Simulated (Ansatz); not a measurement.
**TaGa3: how the energy converges with the cutoff**

TaGa3, I4/mmm, a = 3.796 Å, c = 8.704 Å. The structure is a COD entry; whether it is the stable form wasn't checked. Ansatz: PBEsol, PAW, cutoff varied, Γ-centred 16×16×16 mesh on 4 atoms, Gaussian smearing 0.10 eV; no spin polarisation. Single points at one geometry, the cutoff alone changed; ΔE is the energy at zero smearing over the run at 500 eV. The runs up to 350 eV lie under the cutoff recommended for these PAW datasets.

```tsv
cutoff (eV)	ΔE (meV/atom)
250	?
300	91.78
350	6.63
420	0.96
```

Problem. Assume ΔE falls exponentially with the cutoff, fit y = ln ΔE against x, the cutoff in eV, to the other rows, and predict the missing value.

Solution. y = 4.519, 1.892, -0.041. Means x = 356.7, y = 2.1233; Σ(Δx)² = 7267, ΣΔxΔy = -271.3; the slope is their ratio. y = 15.44 − 0.03733 x, a factor of ten per 62 eV. At 250 eV this gives ΔE = 449.21 meV/atom. The run gave 994.02, a ratio of 0.45. Between neighbouring rows the decay runs from a factor of ten per 44 eV to one per 83 eV, so one exponential is only a rough guide. The fast fall gives way to a slow tail, so a fit to low cutoffs promises convergence too early.